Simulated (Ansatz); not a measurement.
Q: Each is relaxed and computed with r²SCAN (plane waves, PAW; program Ansatz). Which alone has a direct gap?
(A) AlN, P6_3mc (Pearson symbol hP12)
(B) GaP, zinc blende
(C) GaN, zinc blende
(D) BN, wurtzite

A: C, GaN, zinc blende. GaN: gap 2.17 eV (direct); AlN: gap 4.44 eV (indirect); BN: gap 5.75 eV (indirect); GaP: gap 1.84 eV (indirect). Not the usual ambient phase: AlN, P6_3mc (Pearson symbol hP12). All cells were relaxed under the symmetry of their starts (and spin orders); stability against distortions was not tested throughout. Scalar-relativistic: spin–orbit coupling is off unless named, which matters more the heavier the elements.

Potentials: the later of the program's two PAW sets.
